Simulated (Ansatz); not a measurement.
## GdIn (Pm-3m): moments, gap and shell filling against U

```
Gd In
1.0
     3.83000    0.00000    0.00000
     0.00000    3.83000    0.00000
     0.00000    0.00000    3.83000
Gd In
1 1
Direct
  0.00000 0.00000 0.00000
  0.50000 0.50000 0.50000
```

The source of the geometry is a structure as deposited in COD; atoms and cell stay fixed.

Settings: LDA, 10×10×10 k mesh, Fermi–Dirac smearing of 0.03 eV. PAW means Ansatz 0.2.0 on its default frozen-core files; LAPW is all-electron LAPW in Ansatz 0.2.0. Site moments are integrated in spheres about the atoms, whose radii differ between the methods. Start moments of the first PAW run (μB): Gd1 7.

U is Dudarev's effective value on Löwdin-orthogonalised free-atom orbitals with fully localised double counting, unless a row says otherwise (a row with U and J takes Liechtenstein's form); the search for lower states is left at its default. Gaps are Kohn–Sham gaps on the k mesh over both spins.

```
                                                run  largest site moment PAW (μB)  largest site moment LAPW (μB)  gap PAW (eV)  gap LAPW (eV)  Gd f electrons PAW  electrons LAPW  P PAW (GPa)  P LAPW (GPa)
                                               no U                          7.00                           7.06         metal          metal                7.19            7.18         -5.5          -5.5
                                   U = 3 eV on Gd f                          7.14                           7.20         metal          metal                7.04            7.04         -6.0          -6.0
                                   U = 6 eV on Gd f                          7.17                           7.22         metal          metal                7.01            7.01         -5.9          -5.9
                                   U = 8 eV on Gd f                          7.17                           7.22         metal          metal                7.01            7.01         -5.9          -5.8
U = 6 eV on Gd f, around-mean-field double counting                             ?                              –         metal              –                   ?               –            ?             –
```

Task: Give the missing entry: row "U = 6 eV on Gd f, around-mean-field double counting", column "Gd f electrons PAW".

Result: 7.58.

Task: What belongs in the row "U = 6 eV on Gd f, around-mean-field double counting", column "P PAW (GPa)"?

Result: -2.2.

Task: What belongs in the row "U = 6 eV on Gd f, around-mean-field double counting", column "largest site moment PAW (μB)"?

Result: 0.38.

The PAW files were made with PBE; the program remakes their cores once for the run's functional and then keeps them frozen. Spin–orbit coupling is left out although heavy atoms are present. In at least one run the program's final test of stability wasn't made or came to no verdict. With open f shells a run can end in a state that isn't the lowest. None of this fixes the real material's magnetic order: only patterns that fit the cell were computed, at zero temperature, with a functional that can overstate moments. Left out because it didn't converge or finish: LAPW, U = 6 eV on Gd f, around-mean-field double counting.
